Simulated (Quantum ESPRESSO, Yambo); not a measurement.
## Quasiparticle gap of AlP at -1.5 % isotropic strain

```
AlP
1.0
    0.00000     2.69386     2.69386
    2.69386     0.00000     2.69386
    2.69386     2.69386     0.00000
Al P
1 1
Direct
  0.00000   0.00000   0.00000
  0.25000   0.25000   0.25000
```

The PBEsol cell relaxed from Materials Project entry mp-1550 was given an isotropic strain of -1.5 % on all lattice vectors, and the atoms were relaxed again.

Starting point: norm-conserving PBEsol (Quantum ESPRESSO, 44 Ry, scalar-relativistic). G0W0 in Yambo: 4×4×4 Γ-centred k mesh, 149 bands and a 14 Ry block in the screening, 149 bands in G with the Bruneval-Gonze terminator, plasmon pole fitted at 27.2 eV.

| Property | Value |
|---|---|
| PBEsol gap along the band path | 1.35 eV |
| PBEsol gap between the mesh's edge points (Γ → X) | 1.35 eV |
| G0W0 gap between the same points | 2.39 eV |
| PBEsol smallest direct gap on the mesh (at Γ) | 3.51 eV |
| G0W0 direct gap at that point | 4.54 eV |

```json
[
 {"k point": "Γ", "band": "VB", "E PBEsol (eV)": "0.00", "E QP (eV)": "-0.96", "shift (eV)": "-0.96", "Z": "0.77"},
 {"k point": "Γ", "band": "CB", "E PBEsol (eV)": "3.51", "E QP (eV)": "3.59", "shift (eV)": "0.08", "Z": "0.79"},
 {"k point": "L", "band": "VB", "E PBEsol (eV)": "-0.79", "E QP (eV)": "-1.77", "shift (eV)": "-0.98", "Z": "0.77"},
 {"k point": "L", "band": "CB", "E PBEsol (eV)": "2.87", "E QP (eV)": "2.99", "shift (eV)": "0.12", "Z": "0.79"},
 {"k point": "X", "band": "VB", "E PBEsol (eV)": "-2.21", "E QP (eV)": "-3.22", "shift (eV)": "-1.01", "Z": "0.76"},
 {"k point": "X", "band": "CB", "E PBEsol (eV)": "1.35", "E QP (eV)": "1.43", "shift (eV)": "0.08", "Z": "0.80"}
]
```

Energies count from the PBEsol valence-band maximum.

Convergence of the G0W0 settings was not tested.
